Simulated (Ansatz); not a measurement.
Cell and atoms are relaxed with the symmetry kept. Start:

```
Ni
1.0
     0.00000    1.75924    1.75924
     1.75924    0.00000    1.75924
     1.75924    1.75924    0.00000
Ni
1
Direct
  0.00000 0.00000 0.00000
```

Theory: Ansatz, DFT PBEsol, scalar-relativistic, plane waves, PAW.

Cutoff 420 eV; k points 20×20×20 on the computed 1-atom cell (Γ-centred); Gaussian smearing, width 0.10 eV; collinear spin from starting moments 0.75 μB.

Problem. What does it relax to?

Solution. The volume drops by 0.51 Å³/atom to 10.38 Å³/atom, and the energy falls by 16.2 meV/atom. The cell ends with a moment of 0.63 μB (only this magnetic start was tried). Final structure:
```
CELL_PARAMETERS angstrom
0.00000 1.73158 1.73158
1.73158 0.00000 1.73158
1.73158 1.73158 0.00000
ATOMIC_POSITIONS crystal
Ni 0.00000 0.00000 0.00000
```

Cost: 1 run of about 0.71 core-minutes, on Arm Neoverse V1 (shared hosts).